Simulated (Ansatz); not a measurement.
**Two states of Cs₂CuO₄**

```
CELL_PARAMETERS angstrom
0.00000 4.29104 0.00000
4.29104 0.00000 0.00000
2.14552 2.14552 -6.58607
ATOMIC_POSITIONS crystal
O 0.00000 0.50000 0.00000
O 0.50000 0.00000 0.00000
Cs 0.35690 0.35690 0.28620
Cs 0.64310 0.64310 0.71380
Cu 0.00000 0.00000 0.00000
O 0.15230 0.15230 0.69540
O 0.84770 0.84770 0.30460
```

Single point in Ansatz 0.2.0 with r2SCAN, with U_eff = 5.54 eV on Cu d, U_eff = 4.9 eV on O p (all-electron-ortho-atomic projectors). Cutoff 500 eV, PAW datasets, 5×5×5 Γ-centred k mesh, fermi-dirac filling (width 0.1049 eV).

State A: O1 up, O2 up, Cu5 up, O6 up, O7 up (collinear spin). State B: O1 up, O2 up, Cu5 up, O6 down, O7 down (collinear spin).

**Question.** Which state is lower, and how do they differ?

**Answer.** State A is lower by 202.2 meV an atom at zero smearing.

| state | free energy (meV/atom) | largest moment in a small sphere (μB) | net moment (μB/cell) | gap on mesh (eV) | pressure (GPa) | largest force (eV/Å) |
| --- | --- | --- | --- | --- | --- | --- |
| A | 0.0 | 0.88 | 5.00 | 2.43 | 8.3 | 1.52 |
| B | 202.2 | 0.83 | 1.00 | 1.93 | 6.4 | 1.03 |

Origin: a known structure type with other elements, at an estimated volume, so it need not be a known compound. Caveats: atoms or cell far from equilibrium; the mesh misses a band edge that the path finds; an odd or shifted mesh can miss the band edges, so this level's true gap may be smaller.
